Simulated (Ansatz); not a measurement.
AlN:
```cif
data_Al2N2
_chemical_formula_sum 'Al2 N2'
_space_group_name_H-M_alt 'P 1'
_space_group_IT_number 1
_cell_length_a 3.11384
_cell_length_b 3.11384
_cell_length_c 4.98357
_cell_angle_alpha 90.000
_cell_angle_beta 90.000
_cell_angle_gamma 120.000
loop_
_space_group_symop_operation_xyz
  'x, y, z'
loop_
_atom_site_label
_atom_site_type_symbol
_atom_site_fract_x
_atom_site_fract_y
_atom_site_fract_z
_atom_site_occupancy
Al1 Al 0.66667 0.33333 0.00359 1
Al2 Al 0.33333 0.66667 0.50359 1
N1 N 0.66667 0.33333 0.62161 1
N2 N 0.33333 0.66667 0.12161 1
```

Relaxed with PBEsol. Plane-wave PAW PBEsol (Ansatz code) gives a gap of 4.09 eV.

Question: What gap does HSE06 give on the same cell (Ansatz, PAW)?

Answer: 5.54 eV, 1.44 eV more. The hybrid was solved on a coarser mesh and at special points; its gap is the smallest among all of these.

```
k  v1 PBEsol  c1 PBEsol    v1 HSE06    c1 HSE06
-  ---------  ---------  ----------  ----------
Γ       0.00       4.09        0.00        5.54
A      -0.56       6.35  (withheld)  (withheld)
K      -2.41       4.89  (withheld)  (withheld)
H      -0.80       7.28  (withheld)  (withheld)
M      -0.70       5.67  (withheld)  (withheld)
L      -1.38       5.17       -1.48        6.64
```

Question: Top valence (v1) and lowest conduction level (c1) in eV from each method's valence maximum (which need not be a listed point): supply the withheld HSE06 values.

Answer: 
- H, v1 HSE06: -0.87
- H, c1 HSE06: 8.88
- M, v1 HSE06: -0.77
- M, c1 HSE06: 7.14
- A, v1 HSE06: -0.61
- A, c1 HSE06: 7.93
- K, v1 HSE06: -2.57
- K, c1 HSE06: 6.34

Cost on shared cores: the PBEsol run (SCF on a 10×10×6 mesh, then bands and DOS) very roughly 12 core-seconds, the HSE06 run (SCF on 8×8×4, then a few points) around 70 core-seconds (rough); the tasks are unlike.

Space group P6_3mc (wurtzite). The cell was relaxed with PBEsol under the symmetry of its start.

Potentials: the later of the program's two PAW sets.
